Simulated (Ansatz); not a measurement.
Input and command of a plane-wave DFT calculation in Ansatz:

```yaml
crystal:
  lattice:
    - [0.0, 4.5849927517, 4.5849927517]
    - [4.5849927517, 0.0, 4.5849927517]
    - [4.5849927517, 4.5849927517, 0.0]
  atoms:
    - { symbol: Pb, position: [0.625, 0.625, 0.625] }
    - { symbol: Pb, position: [0.125, 0.625, 0.625] }
    - { symbol: Pb, position: [0.625, 0.625, 0.125] }
    - { symbol: Pb, position: [0.625, 0.125, 0.625] }
    - { symbol: Cl, position: [0.0, 0.0, 0.0] }
    - { symbol: Cl, position: [0.25, 0.25, 0.25] }
basis:
  ecutwfc: 420
kpoints:
  mp_grid: { grid: [4, 4, 4] }
hamiltonian:
  xc: pbe
scf:
  occupations: { method: gaussian, width: 0.1 }
output:
  forces: true
  stress: true
  eigenvalues: true
```

```bash
ansatz run input.yaml --threads 1 --pin off --max-ram 2560MiB --backend cpu --events-out ev --progress --plain --runs-dir out
```

Processor: Intel(R) Xeon(R) 6975P-C (Granite Rapids), 1 thread, on a host shared with other jobs.

Task: How long does it run, and how much memory does it take?

Result: About 2 s on 1 thread of Intel(R) Xeon(R) 6975P-C (Granite Rapids), with other jobs on the host, peak memory 0.47 GiB. It solves 42 bands at 8 k points (the mesh reduced by the symmetry that the task leaves, which can be less than the crystal's) with about 3719 plane waves, in 6 SCF iterations.
